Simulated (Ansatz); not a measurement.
An Ansatz (a quantum-chemistry and plane-wave program) run. Input:

Ansatz 0.2 input:
```yaml
crystal:
  lattice:
    - [0.0, 4.4510996698, 4.4510996698]
    - [4.4510996698, 0.0, 4.4510996698]
    - [4.4510996698, 4.4510996698, 0.0]
  atoms:
    - { symbol: K, position: [0.5, 0.5, 0.5] }
    - { symbol: Rb, position: [0.75, 0.75, 0.75] }
    - { symbol: Rb, position: [0.25, 0.25, 0.25] }
    - { symbol: Rh, position: [0.0, 0.0, 0.0] }
    - { symbol: F, position: [0.7776205587, 0.2223794413, 0.2223794413] }
    - { symbol: F, position: [0.2223794413, 0.7776205587, 0.7776205587] }
    - { symbol: F, position: [0.2223794413, 0.7776205587, 0.2223794413] }
    - { symbol: F, position: [0.7776205587, 0.2223794413, 0.7776205587] }
    - { symbol: F, position: [0.2223794413, 0.2223794413, 0.7776205587] }
    - { symbol: F, position: [0.7776205587, 0.7776205587, 0.2223794413] }
kpoints:
  mp_grid: { grid: [5, 5, 5] }
hamiltonian:
  xc: r2scan
  pseudopotentials: { kind: paw }
scf:
  occupations: { method: fixed }
output:
  optics: { e_range: [0.0, 15.0], de: 0.05, sigma: 0.1, bands: { spectra_wanted_up_to: 12 eV } }
```

Output (shortened):

```
output.optics: the spectra are integrated over the Brillouin zone by k·p interpolation around the k-points, where levels, occupations, output.optics.sigma and …
Pseudopotentials: kind: paw
Pseudopotential: K, paw, valence charge 9
Pseudopotential: Rb, paw, valence charge 9
Pseudopotential: Rh, paw, valence charge 17
Pseudopotential: F, paw, valence charge 7
Functional definition: r2SCAN
Crystal: 10 atoms, lattice volume = 176.373 Å³
Basis set: ecut = 500 eV, 4477 PW (Γ), exchange–correlation on 192×192×192 points (64 copies of the dense FFT grid, shifted against one another)
Bands: 53, of which v1, the nominal top of the filled ones, is band 43 counted from 1 (42 counted from 0)
Symmetry: 48 space group operations
Space group: Fm-3m (ITA 225), of the structure as read, at distance tolerance 5.6e-5 Å
k-points: 10 of 125
PAW frozen core: K, regenerated for the run's functional
PAW frozen core: Rb, regenerated for the run's functional
PAW frozen core: Rh, regenerated for the run's functional
PAW frozen core: F, regenerated for the run's functional
Initial wavefunctions: pseudopotential atomic-orbital guess
Eigensolver: davidson
Functional: x = r2scan, c = r2scan; τ floored in thin density (d = 2e-4 eV/Å³)
SCF iter   1: F=—  HF=-19381.017318 eV  |F-HF|=—  |Δ(HF+E_count)|=         —  Δρ=1.09e-2  dr2=1.70e-1  dr2_τ=3.87e-1  ethr=1.77e-3  ⟨swp⟩=5.0  Hψ=1673  notcnv=0  defer=80
all-band conjugate gradients solve this SCF's bands
preconditioner: auto → Resta (q_TF=auto, 2.420 Å⁻¹)
SCF iter   2: F=—  HF=-19381.174742 eV  |F-HF|=—  |Δ(HF+E_count)|=   1.57e-1  Δρ=4.75e-3  dr2=1.45e-2  dr2_τ=7.13e-3  ethr=1.98e-4  ⟨swp⟩=2.0  Hψ=990  notcnv=0  defer=80
SCF iter   3: F=—  HF=-19381.173568 eV  |F-HF|=—  |Δ(HF+E_count)|=   1.17e-3  Δρ=2.36e-3  dr2=4.14e-3  dr2_τ=6.49e-4  ethr=1.69e-5  ⟨swp⟩=2.0  Hψ=705  notcnv=0  defer=80
SCF iter   4: F=—  HF=-19381.173216 eV  |F-HF|=—  |Δ(HF+E_count)|=   3.52e-4  Δρ=5.60e-4  dr2=2.13e-4  dr2_τ=4.86e-5  ethr=4.81e-6  ⟨swp⟩=3.0  Hψ=890  notcnv=0  defer=80
SCF iter   5: F=—  HF=-19381.173235 eV  |F-HF|=—  |Δ(HF+E_count)|=   1.91e-5  Δρ=9.09e-5  dr2=9.95e-6  dr2_τ=1.19e-6  ethr=2.48e-7  ⟨swp⟩=2.7  Hψ=936  notcnv=0  defer=80
SCF iter   6: F=—  HF=-19381.173250 eV  |F-HF|=—  |Δ(HF+E_count)|=   1.50e-5  Δρ=1.29e-5  dr2=2.42e-7  dr2_τ=2.61e-8  ethr=1.16e-8  ⟨swp⟩=2.0  Hψ=765  notcnv=0  defer=68
SCF iter   7: F=—  HF=-19381.173029 eV  |F-HF|=—  |Δ(HF+E_count)|=   2.21e-4  Δρ=4.99e-6  dr2=3.44e-8  dr2_τ=5.06e-9  ethr=2.81e-10  ⟨swp⟩=2.0  Hψ=938  notcnv=0  defer=47
SCF iter   8: F=—  HF=-19381.173029 eV  |F-HF|=—  |Δ(HF+E_count)|=   4.75e-9  Δρ=1.18e-6  dr2=3.06e-9  dr2_τ=2.38e-10  ethr=4.00e-11  ⟨swp⟩=2.0  Hψ=915  notcnv=0  defer=46
SCF iter  10: F=-19381.173029 eV  HF=-19381.173029 eV  |F-HF|=0.00e0  |Δ(HF+E_count)|=  6.18e-11  Δρ=3.77e-8  dr2=3.25e-12  dr2_τ=2.85e-13  ethr=1.00e-12  ⟨swp⟩=10.7  Hψ=2621  notcnv=0
SCF 1 converged in 10 iterations: F = -19381.173029 eV  dr2 = 3.25e-12
NSCF: frozen V_eff on 10 k-points
Optics k sum: 0 of 10 k-points
Optics k sum: 1 of 10 k-points
Optics k sum: 2 of 10 k-points
Optics k sum: 3 of 10 k-points
Optics k sum: 4 of 10 k-points
Optics k sum: 5 of 10 k-points
Optics k sum: 6 of 10 k-points
Optics k sum: 7 of 10 k-points
Optics k sum: 8 of 10 k-points
Optics k sum: 9 of 10 k-points
Optics k sum: 10 of 10 k-points
Optics k sum: 0 of 10 k-points
Optics k sum: 1 of 10 k-points
Optics k sum: 2 of 10 k-points
Optics k sum: 3 of 10 k-points
Optics k sum: 4 of 10 k-points
Optics k sum: 5 of 10 k-points
Optics k sum: 6 of 10 k-points
Optics k sum: 7 of 10 k-points
Optics k sum: 8 of 10 k-points
Optics k sum: 9 of 10 k-points
Optics k sum: 10 of 10 k-points
NSCF: frozen V_eff on 1 k-points
NSCF: frozen V_eff on 1 k-points
NSCF: frozen V_eff on 1 k-points
NSCF: frozen V_eff on 1 k-points
output.optics: what the bands over the 88 summed would add to eps1, eps2 and the energy-loss function is held between a lower and an upper bound (12 Lanczos …
SCF converged after 10 iterations
Free energy (F): -19381.173029 eV
Harris-Foulkes:  -19381.173029 eV  (|F-HF|=0.00e0)
Internal energy: -19381.173029 eV  (E = F + TS)
E sigma→0 (E₀):  -19381.173029 eV
Fermi energy:    4.613905 eV
--- Per-component energies (eV) ---
  E_band       = -841.278650
  E_kinetic    = 2460.598939
  E_local      = -8949.785866  (includes V_loc(G=0)·N_el)
  E_nonlocal   = 1150.396995
  E_hartree    = 3343.564179
  E_xc         = -1076.599925
  E_vxc        = -1499.700970  (∫ρ·V_xc dr)
  E_paw        = -10879.164446  (= ΣΔE_a)
  E_vpaw       = -789.581834  (= ΣTr[D̂ρ^β])
  E_aug_tail   = 0.007372  (compensation charges beyond the density's cutoff)
  E_vtau       = 99.658413  (kinetic-family band-sum trace: ∫τ·v_τ [+ j·A + Jᵃ·Aᵃ] dr)
  E_ewald      = -5429.141929
  E_core_change = -1.048348  (= ΣΔE_core)
  E_smearing   =  0.000000  (= −TS)
  E_closure    =  0.000000  (closes the sum)
  Σ components = -19381.173029   (vs F -19381.173029, Δ=0.00e0)
  [band-id]    e_kinetic+e_local+e_nonlocal+2·e_hartree+e_vxc+e_vpaw+e_augmentation_tail+e_vtau = -841.278594   (vs E_band -841.278650, Δ=5.69e-5)
--- Band table (eV; the first three rows and the last of 10) ---
  k-point 0: bands = ["-75.7714", "-42.8542", "-42.8542", "-42.8542", "-24.4928", "-21.8257", "-21.7859", "-19.2300", "-19.0175", "-19.0175", "-18.9327", "-18.9327", "-18.9327", "-7.3162", "-7.3162", "-7.3162", "-5.5016", "-5.5016", "-5.5016", "-5.3092", "-5.3092", "-5.3092", "-1.2839", "-1.2839", "-1.0233", "-0.3807", "-0.3807", "-0.3807", "0.2778", "0.2778", "0.2778", "1.0521", "1.0521", "1.0521", "1.2007", "1.2007", "1.2007", "1.5285", "1.5285", "1.5285", "4.5032", "4.5032", "4.5032", "7.5718", "7.5718", "9.1631", "11.6488", "11.6488", "12.4566", "12.4566", "12.4566", "13.2837", "13.2837"]
  k-point 1: bands = ["-75.7714", "-42.8542", "-42.8542", "-42.8542", "-24.4923", "-21.8206", "-21.7883", "-19.2511", "-19.0272", "-19.0272", "-18.9230", "-18.9230", "-18.9180", "-7.3217", "-7.3217", "-7.3213", "-5.4743", "-5.4743", "-5.4450", "-5.3183", "-5.3183", "-5.3044", "-1.2105", "-1.2105", "-0.9171", "-0.4329", "-0.3784", "-0.3784", "0.1721", "0.2253", "0.2253", "0.9986", "0.9986", "1.0536", "1.0771", "1.1582", "1.1582", "1.4888", "1.4888", "1.5010", "4.5174", "4.5279", "4.5279", "7.6189", "7.6189", "9.5823", "11.8816", "11.8816", "12.4038", "12.6584", "12.6584", "13.1392", "13.2554"]
  k-point 2: bands = ["-75.7714", "-42.8542", "-42.8542", "-42.8542", "-24.4914", "-21.8085", "-21.7960", "-19.2820", "-19.0400", "-19.0400", "-18.9103", "-18.9103", "-18.8974", "-7.3304", "-7.3304", "-7.3296", "-5.4114", "-5.4114", "-5.3515", "-5.3515", "-5.3462", "-5.3000", "-1.0729", "-1.0729", "-0.6966", "-0.5062", "-0.3742", "-0.3742", "-0.0456", "0.1164", "0.1164", "0.8083", "0.9072", "0.9072", "1.1049", "1.1049", "1.1265", "1.4223", "1.4223", "1.4477", "4.5400", "4.5659", "4.5659", "7.6938", "7.6938", "10.6193", "11.8093", "12.4863", "12.4863", "13.0231", "13.0231", "13.0524", "13.0766"]
  k-point 9: bands = ["-75.7714", "-42.8542", "-42.8542", "-42.8542", "-24.4912", "-21.8041", "-21.7974", "-19.2793", "-19.0334", "-19.0162", "-18.9333", "-18.9196", "-18.9078", "-7.3319", "-7.3124", "-7.3086", "-5.4156", "-5.3801", "-5.3780", "-5.3337", "-5.2854", "-5.2751", "-1.3062", "-1.1517", "-0.7878", "-0.5480", "-0.4524", "-0.3593", "0.0454", "0.1990", "0.2429", "0.9135", "0.9650", "0.9752", "1.0336", "1.0676", "1.0717", "1.3007", "1.3900", "1.4561", "4.5242", "4.5714", "4.6128", "7.5196", "7.6673", "11.2568", "11.9348", "12.4190", "12.4412", "12.7184", "13.0704", "13.2575", "13.4852"]
  band table: 53 of 53 bands, residual norms ≤ 1.0e-3 eV
```

Cost: around 2.4 core-minutes (rough) on shared cores.

The workflow started from a Materials Project entry (that database holds measured and hypothetical structures alike); the Crystallography Open Database files this formula in space group No. 225, but the cells were not matched. Whether it is the stable phase at ambient conditions was not checked. The cell was relaxed with r²SCAN under the symmetry of its start; its stability against distortions is not shown here. The run is not spin-polarised. Spin–orbit coupling is left out wherever it is not named.

Potentials: the later of the program's two PAW sets.

Ansatz is a plane-wave DFT program.
